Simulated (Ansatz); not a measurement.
Data:

KI (rock salt)

```cif
data_IK
_chemical_formula_sum 'I1 K1'
_space_group_name_H-M_alt 'P 1'
_space_group_IT_number 1
_cell_length_a 5.01447
_cell_length_b 5.01447
_cell_length_c 5.01447
_cell_angle_alpha 60.000
_cell_angle_beta 60.000
_cell_angle_gamma 60.000
loop_
_space_group_symop_operation_xyz
  'x, y, z'
loop_
_atom_site_label
_atom_site_type_symbol
_atom_site_fract_x
_atom_site_fract_y
_atom_site_fract_z
_atom_site_occupancy
I1 I 0.00000 0.00000 0.00000 1
K1 K 0.50000 0.50000 0.50000 1
```

This relaxed cell (volume V₀) is scaled evenly in all directions, its shape held. Symmetry pins the atoms to their sites.

These are r2SCAN (plane waves to 500 eV, PAW, scalar-relativistic; Ansatz, a program for electronic structure) values and carry that method's errors. k mesh 8×8×8 (Γ-centred), Fermi-Dirac smearing 0.05 eV. E stands for the smeared free energy. Stress and pressure are positive under compression. KI was relaxed with its symmetry unable to fall. Spin-orbit coupling is left out, though I is heavy. The zero of ΔE is the relaxed starting cell.

The scan covers V/V₀ from 0.940 to 1.060 in 11 points.

**Question.** What is ΔE at V/V₀ = 0.940?

**Answer.** 7.1 meV/atom.

**Question.** What is ΔE at V/V₀ = 1.060?

**Answer.** 5.5 meV/atom.

**Question.** What pressure does the cell carry at V/V₀ = 0.940?

**Answer.** 0.90 GPa.

(Under strain, the slope of the energy per volume gives the stress and its curvature an elastic modulus.)
